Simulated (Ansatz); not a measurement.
Data:

MgRh:
```xyz
2
Lattice="3.0829 0.0000 0.0000 0.0000 3.0829 0.0000 0.0000 0.0000 3.0829" Properties=species:S:1:pos:R:3 pbc="T T T"
Rh     1.5415     1.5415     1.5415
Mg     0.0000     0.0000     0.0000
```

This is the PBEsol-relaxed structure.

Q: All from plane-wave PAW PBEsol (Ansatz code), unless another level is named. Predict the Hill bulk and shear moduli.

A: 127 and 62.5 GPa.

Q: Predict the highest zone-centre frequency.

A: 286 cm⁻¹.

Space group Pm-3m (CsCl type). The workflow started from an entry of the Crystallography Open Database (COD). Whether it is the stable phase at ambient conditions was not checked. The PBEsol relaxation kept the symmetry of its start; of distortions, only those at the zone centre were tested. No spin polarisation was allowed. As this level gives no gap, shear constants depend on the k-mesh and smearing (Fermi–Dirac, 0.1 eV here). As this level gives no gap, phonon frequencies hold no LO–TO term and depend on the k-mesh and smearing (Fermi–Dirac, 0.1 eV here).

Potentials: the later of the program's two PAW sets.
